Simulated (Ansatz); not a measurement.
The relaxed structure here is a generated cell of TiTe2: the first start was made by placing the elements on the sites of a structure type, and the end was not matched to a known phase here, so it may be hypothetical. Known forms of TiTe2 include space group No. 164.

One stationary structure of TiTe2. Space group P4₂/nmc (No. 137). These are PBE (plane waves to 420 eV, PAW, scalar-relativistic; Ansatz, a quantum-chemistry and plane-wave program) values and carry that method's errors.

Space group P4₂/nmc, origin choice 1 (No. 137); a = b = 4.846 Å, c = 7.039 Å, α = β = γ = 90.00°

```
atom  site  symmetry       x       y       z
----  ----  --------  ------  ------  ------
Ti      2a      -4m2  0.0000  0.0000  0.0000
Te      4d      2mm.  0.5000  0.0000  0.2026
```

Question: Give the band gap at the level PBE.

Answer: No gap on the sampled points, where the bands overlap only slightly; such a result is sensitive to mesh and level.

No spin polarisation in the result.

The run could not lose the symmetry of its start: the end is stationary, and may be a saddle point rather than a minimum.

It was reached from a disturbed copy of a Fm-3m (No. 225) cell (AFLOW prototype AB2_cF12_225_a_c (C1, as in CaF2)), against which it lies -0.04 eV/atom.
